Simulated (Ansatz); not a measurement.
HgS:
```cif
data_Hg3S3
_chemical_formula_sum 'Hg3 S3'
_space_group_name_H-M_alt 'P 1'
_space_group_IT_number 1
_cell_length_a 4.03699
_cell_length_b 4.03699
_cell_length_c 9.28108
_cell_angle_alpha 90.000
_cell_angle_beta 90.000
_cell_angle_gamma 120.000
loop_
_space_group_symop_operation_xyz
  'x, y, z'
loop_
_atom_site_label
_atom_site_type_symbol
_atom_site_fract_x
_atom_site_fract_y
_atom_site_fract_z
_atom_site_occupancy
Hg1 Hg 0.68858 0.00000 0.66667 1
Hg2 Hg 0.00000 0.68858 0.33333 1
Hg3 Hg 0.31142 0.31142 0.00000 1
S1 S 0.51732 0.00000 0.16667 1
S2 S 0.00000 0.51732 0.83333 1
S3 S 0.48268 0.48268 0.50000 1
```

Relaxed with LDA.

Task: Which orbitals make up the states near the band edges in LDA in the plane-wave PAW code Ansatz?

Result: Top 1 eV of the valence band: S 3p 81 %, Hg 5d 11 %. Bottom 1 eV of the conduction band: S 3p 42 %, Hg 6s 33 %, S 3s 6 %, Hg 5d 5 %, outside the projected shells 14 %. Projections are on Löwdin-orthogonalised atomic valence shells; empty p or d shells of many metals are not among them.

Task: Tabulate the density of states.

Result: States/eV per cell of 6 atoms, in 0.25 eV bins, energy from the valence-band maximum.

| E (eV) | total | Hg 5d | S 3p | Hg 6s |
|---|---|---|---|---|
| -7.85 | 4.85 | 3.29 | 1.18 | 0.29 |
| -7.60 | 3.12 | 2.09 | 0.75 | 0.15 |
| -7.35 | 4.42 | 3.05 | 0.97 | 0.16 |
| -7.10 | 11.20 | 8.73 | 1.85 | 0.34 |
| -6.85 | 17.21 | 14.73 | 1.99 | 0.24 |
| -6.60 | 15.80 | 14.19 | 1.25 | 0.19 |
| -6.35 | 19.96 | 18.95 | 0.77 | 0.10 |
| -6.10 | 30.58 | 29.89 | 0.41 | 0.09 |
| -5.85 | 9.68 | 9.12 | 0.22 | 0.05 |
| -5.60 | 2.71 | 2.21 | 0.17 | 0.05 |
| -5.35 | 0.17 | 0.13 | 0.01 | 0.01 |
| -5.10 | 0.00 | 0.00 | 0.00 | 0.00 |
| -4.85 | 2.80 | 0.96 | 0.87 | 0.90 |
| -4.60 | 7.35 | 2.11 | 2.56 | 2.40 |
| -4.35 | 4.00 | 1.00 | 1.48 | 1.28 |
| -4.10 | 4.75 | 0.90 | 2.12 | 1.41 |
| -3.85 | 2.95 | 0.44 | 1.47 | 0.76 |
| -3.60 | 1.54 | 0.18 | 0.87 | 0.31 |
| -3.35 | 2.33 | 0.24 | 1.58 | 0.34 |
| -3.10 | 2.42 | 0.23 | 1.77 | 0.25 |
| -2.85 | 3.05 | 0.26 | 2.43 | 0.18 |
| -2.60 | 2.69 | 0.20 | 2.17 | 0.16 |
| -2.35 | 3.77 | 0.30 | 3.11 | 0.14 |
| -2.10 | 4.70 | 0.37 | 3.91 | 0.17 |
| -1.85 | 4.44 | 0.37 | 3.70 | 0.13 |
| -1.60 | 4.39 | 0.37 | 3.67 | 0.13 |
| -1.35 | 4.68 | 0.45 | 3.85 | 0.14 |
| -1.10 | 3.65 | 0.36 | 2.96 | 0.14 |
| -0.85 | 3.34 | 0.35 | 2.72 | 0.12 |
| -0.60 | 5.35 | 0.58 | 4.22 | 0.30 |
| -0.35 | 2.53 | 0.28 | 2.06 | 0.09 |
| -0.10 | 1.27 | 0.15 | 1.06 | 0.03 |
| 0.15 | 0.00 | 0.00 | 0.00 | 0.00 |
| 0.40 | 0.00 | 0.00 | 0.00 | 0.00 |
| 0.65 | 0.00 | 0.00 | 0.00 | 0.00 |
| 0.90 | 0.00 | 0.00 | 0.00 | 0.00 |
| 1.15 | 0.10 | 0.01 | 0.05 | 0.03 |
| 1.40 | 0.34 | 0.02 | 0.15 | 0.10 |
| 1.65 | 1.44 | 0.08 | 0.61 | 0.46 |
| 1.90 | 2.35 | 0.11 | 0.97 | 0.81 |
| 2.15 | 3.67 | 0.14 | 1.47 | 1.29 |
| 2.40 | 2.74 | 0.09 | 1.05 | 0.97 |
| 2.65 | 3.52 | 0.11 | 1.36 | 1.30 |
| 2.90 | 1.74 | 0.05 | 0.66 | 0.63 |
| 3.15 | 4.23 | 0.10 | 1.37 | 1.29 |
| 3.40 | 3.88 | 0.09 | 1.22 | 1.14 |
| 3.65 | 1.42 | 0.02 | 0.27 | 0.26 |
| 3.90 | 1.96 | 0.02 | 0.29 | 0.25 |
| 4.15 | 2.49 | 0.02 | 0.27 | 0.19 |
| 4.40 | 1.53 | 0.01 | 0.17 | 0.11 |
| 4.65 | 0.73 | 0.00 | 0.07 | 0.05 |
| 4.90 | 1.57 | 0.01 | 0.08 | 0.04 |
| 5.15 | 5.21 | 0.02 | 0.26 | 0.15 |
| 5.40 | 2.78 | 0.01 | 0.16 | 0.11 |
| 5.65 | 4.46 | 0.02 | 0.23 | 0.16 |

Space group P3_221. The LDA relaxation kept the symmetry of its start. A crystal of weakly bound chains computed without a dispersion correction: the cell and the soft elastic constants depend strongly on that. Scalar-relativistic: spin–orbit coupling is off unless named, which matters more the heavier the elements.

Potentials: the later of the program's two PAW sets.
